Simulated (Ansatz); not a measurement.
PtW (L1₀ or tetragonal B2, P4/mmm) under volume change, PBEsol in the plane-wave PAW code Ansatz, shape and atoms relaxed at each volume.

```
V (Å³/atom)  E − E(relaxed) (meV/atom)  P (GPa)
-----------  -------------------------  -------
13.739                           147.6    38.04
14.192                             [?]      [?]
14.645                            14.5    10.59
15.098                             0.0     0.00
15.550                            13.0    -8.92
16.003                             [?]      [?]
16.456                           104.7   -22.72
```

Question: Some entries are withheld; supply them.

Answer: 
- 14.192, E − E(relaxed) (meV/atom): 61.7
- 14.192, P (GPa): 23.15
- 16.003, E − E(relaxed) (meV/atom): 49.1
- 16.003, P (GPa): -16.43

Question: What does a third-order Birch–Murnaghan fit give for V₀, B₀ and B′?

Answer: V₀ = 15.10 Å³/atom, B₀ = 323 GPa, B′ = 4.7.

The start of the workflow was typed in or built on a structure type; neither database checked (COD, Materials Project) lists it. Its standing as an ambient phase is unchecked. Symmetry was held in the PBEsol relaxation; of distortions, only those at the zone centre were tested. The run is not spin-polarised. Spin–orbit coupling is left out wherever it is not named.

Potentials: the earlier of the program's two PAW sets.
